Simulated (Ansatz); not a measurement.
Magnetic states of nickel, hcp

Theory: DFT, m-r2SCAN, plane waves (500 eV) with PAW, scalar-relativistic in Ansatz 0.2.0. The PAW files were generated under PBE, with cores re-solved for the functional.

Each start was relaxed and then solved on a dense mesh, with Fermi-Dirac smearing of 0.05 eV (0.1 eV in a metal without spin) extrapolated to zero. Rows within 2 meV/atom of each other tie.

(1) Where does each start end, and how do the energies compare? Starts: antiferromagnetic (alternate layers); ferromagnetic.

Results:

(1) 
| start | ends | ΔE (meV/atom) | V (Å³/atom) |
| --- | --- | --- | --- |
| ferromagnetic | ferromagnetic, net 0.62 μB per atom | 0.0 | 10.47 |
| antiferromagnetic (alternate layers) | ferromagnetic, net 0.62 μB per atom | 0.0 | 10.47 |

m-r²SCAN is r²SCAN on the gauge-invariant kinetic-energy density; without spin polarisation the two are equal.
